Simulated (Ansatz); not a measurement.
A geometry of I away from equilibrium: the start of the relaxation of a generated cell, I built in the AFLOW prototype A_oC8_64_f (A11, as in Ga). Method: r2SCAN (plane waves to 500 eV, PAW, scalar-relativistic; Ansatz, a quantum-chemistry and plane-wave program). Γ-centred k-mesh 5×5×4 on the run's cell (coarser than for final values), Fermi–Dirac smearing 0.05 eV.

```xyz
4
Lattice="2.7465 -4.6520 0.0000 2.7465 4.6520 0.0000 0.0000 0.0000 5.4943" Properties=species:S:1:pos:R:3 pbc="T T T"
I      2.7465     1.4412     3.1922
I      2.7465    -1.4412     2.3021
I      2.7465    -3.2108     5.0492
I      2.7465     3.2108     0.4450
```

Q: Predict the force on each atom, in eV/Å.

A: 
```
atom    Fx     Fy     Fz
----  ----  -----  -----
I1    0.00  -0.83  -0.73
I2    0.00   0.83   0.73
I3    0.00  -0.83   0.73
I4    0.00   0.83  -0.73
```

Q: What is the pressure?

A: +8.2 GPa, compression positive.

No spin polarisation in the result. No dispersion correction is included, so spacings between layers, chains or molecules are soft and tend to come out too large.

The run could not lose the symmetry of its start.
